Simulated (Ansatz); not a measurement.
**Computed properties of Sr2CdPt2**

Sr2CdPt2:
```cif
data_Cd2Pt4Sr4
_chemical_formula_sum 'Pt4 Cd2 Sr4'
_space_group_name_H-M_alt 'Immm'
_space_group_IT_number 71
_space_group_name_Hall '-I 2 2'
_cell_length_a 4.54257
_cell_length_b 5.97512
_cell_length_c 9.17235
_cell_angle_alpha 90.000
_cell_angle_beta 90.000
_cell_angle_gamma 90.000
loop_
_atom_site_label
_atom_site_type_symbol
_atom_site_symmetry_multiplicity
_atom_site_Wyckoff_symbol
_atom_site_fract_x
_atom_site_fract_y
_atom_site_fract_z
_atom_site_occupancy
Pt1 Pt 4 h 0.00000 0.22727 0.50000 1
Cd1 Cd 2 a 0.00000 0.00000 0.00000 1
Sr1 Sr 4 j 0.00000 0.50000 0.20039 1
```
(The calculation used a cell of 5 atoms; values per cell refer to that cell.)

Space group Immm (No. 71); conventional cell a = 4.5426 Å, b = 5.9751 Å, c = 9.1723 Å, α = β = γ = 90.00°.

Method: DFT-r²SCAN in the program Ansatz with PAW potentials. Structure relaxed to zero pressure with the same functional. Other levels are named where they apply.

Cell and energy:

```
Item                                                           Value
-----------------------------------------------------  -------------
Volume per atom                                             24.90 Å³
Density                                                   9.04 g/cm³
Formation energy from the elements (no fitted shifts)  -816 meV/atom
```

Electronic structure:

```
Quantity                                                                    Result
------------------------------------  --------------------------------------------
Electronic character                                             metallic (no gap)
Density of states at the Fermi level  0.46 states/eV per atom (mean over ±0.08 eV)
```

Charges:

```
Item                                    Value
-------------  ------------------------------
Bader charges  Pt -1.32, Cd -0.05, Sr +1.34 e
```

The measured cell (COD 2241454, doi:10.1107/S2056989015024937; 293 K, pressure taken as ambient) has 24.86 Å³ per atom; the computed volume differs by 0.1 %, which includes thermal expansion and zero-point motion.

The workflow started from an entry of the Crystallography Open Database (COD, 293 K). Its standing as an ambient phase is unchecked. The cell was relaxed with r²SCAN under the symmetry of its start; whether a distortion lowers the energy is not shown. The run is not spin-polarised. Axis ratios of metals converge slowly with the k-mesh, so a and c are less sure than the volume. The references are the lowest solids computed at this level, not always the standard phases. Scalar-relativistic: spin–orbit coupling is off unless named, which matters more the heavier the elements.

Potentials: the later of the program's two PAW sets.
